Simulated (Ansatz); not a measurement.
**InBiN2, first-principles data**

InBiN2:
```cif
data_BiInN2
_chemical_formula_sum 'Bi1 N2 In1'
_space_group_name_H-M_alt 'P3m1'
_space_group_IT_number 156
_space_group_name_Hall 'P 3 -2"'
_cell_length_a 3.60719
_cell_length_b 3.60719
_cell_length_c 6.35328
_cell_angle_alpha 90.000
_cell_angle_beta 90.000
_cell_angle_gamma 120.000
loop_
_atom_site_label
_atom_site_type_symbol
_atom_site_symmetry_multiplicity
_atom_site_Wyckoff_symbol
_atom_site_fract_x
_atom_site_fract_y
_atom_site_fract_z
_atom_site_occupancy
Bi1 Bi 1 b 0.33333 0.66667 0.00537 1
N1 N 1 b 0.33333 0.66667 0.41034 1
In1 In 1 c 0.66667 0.33333 0.50451 1
N2 N 1 c 0.66667 0.33333 0.84977 1
```

Space group P3m1 (No. 156); conventional cell a = 3.607 Å, b = 3.607 Å, c = 6.353 Å, α = 90.00°, β = 90.00°, γ = 120.00°.

Method: the program Ansatz at the PBEsol level (PAW). Structure relaxed to zero pressure with the same functional. Other levels are named where they apply.

### Cell and energy

Volume per atom: 17.90 Å³
Density: 8.16 g/cm³
Formation energy from the elements (no fitted shifts): 0.46 eV/atom

### Electronic structure

* **Electronic character**: metallic (no gap)
* **Density of states at the Fermi level**: 0.10 states/eV per atom (mean over ±0.08 eV)
* **Gap with spin–orbit coupling**: none (metallic)

### Mechanics

- Bulk modulus (Birch–Murnaghan fit): 980 kbar
- Pressure derivative B′: 5.3

### Phonons

Highest zone-centre frequency: 520 cm⁻¹
Zone-centre stability: no imaginary mode at Γ

The start of the workflow was typed in or built on a structure type; neither database checked (COD, Materials Project) lists it. Whether it is the stable phase at ambient conditions was not checked. The PBEsol relaxation kept the symmetry of its start. The volume moved by 26 % from the start of the relaxation. Its formation energy is positive at this level, so the cell may be metastable or incomplete. As this level gives no gap, phonon frequencies hold no LO–TO term and depend on the k-mesh and smearing (Fermi–Dirac, 0.1 eV here). The references are the lowest solids computed at this level, not always the standard phases (solids in place of the gases). Scalar-relativistic: spin–orbit coupling is off unless named, which matters more the heavier the elements.

Potentials: the earlier of the program's two PAW sets. The files were generated under PBE; for other functionals the program regenerates the frozen cores, and for LDA and PBEsol the local potential too.
